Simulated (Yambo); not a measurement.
G0W0@PBEsol for LaAgSO (space group P4/nmm, No. 129) in Yambo. Reference settings: 4×4×1 Γ-centred k mesh, bands 9 to 179 and a 6 Ry block in the screening, 179 bands in G with the Bruneval-Gonze terminator, plasmon pole fitted at 27.2 eV. The PBEsol gap Γ → Γ on this mesh is 1.22 eV; G0W0 gaps are taken between the same points.

The settings were changed. The gap went from 2.14 eV to 2.30 eV, and the shift of the valence edge from -0.48 eV to -0.34 eV.

Name the change that produced these shifts.
A) 95 bands in W
B) 124 bands in G, no terminator
C) pole fitted at 55 eV
D) no random integration

A, 95 bands in W. The others gave (gap, valence shift): no random integration: 2.14, -0.47 eV; pole fitted at 55 eV: 2.15, -0.54 eV; 124 bands in G, no terminator: 2.07, -0.06 eV.

Spin-orbit coupling is not included.

Geometry of the Materials Project entry, not relaxed at this level; primitive cell a = 4.092 Å, b = 4.092 Å, c = 9.102 Å, α = 90.00°, β = 90.00°, γ = 90.00°.

A shift is the quasiparticle energy of the state minus its PBEsol energy.
